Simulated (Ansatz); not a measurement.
SbRuS in space group P2_1/c (No. 14; Sb on 4e, Ru on 4e, S on 4e), r²SCAN in the plane-wave PAW code Ansatz, all energies at zero smearing, with the estimated change up to a 700 eV cutoff added, with one set of potentials and settings (totals compare only within such a set). Cell of 12 atoms (4 Sb, 4 Ru, 4 S): -53189.014 eV.

| element | reference phase | E (eV/atom) |
|---|---|---|
| Sb | R-3m, 2 atoms in the cell | -6499.1272 |
| Ru | P6_3/mmc, 2 atoms in the cell | -5890.7039 |
| S | P2/c, 32 atoms in the cell | -905.8156 |

Formation energy per atom, worked out: (-53189.014 − 4×(-6499.1272) − 4×(-5890.7039) − 4×(-905.8156))/12 = -0.536 eV/atom (-52 kJ per mol of atoms), at 0 K, without zero-point energy or fitted corrections.

The first step of the workflow began from a Materials Project structure, measured or hypothetical; the Crystallography Open Database copy checked does not list it. Its standing as an ambient phase is unchecked. The r²SCAN relaxation kept the symmetry of its start; whether a distortion lowers the energy is not shown. No spin polarisation was allowed. The references are the lowest solids computed at this level, not always the standard phases. Spin–orbit coupling is left out wherever it is not named.

Potentials: the later of the program's two PAW sets.
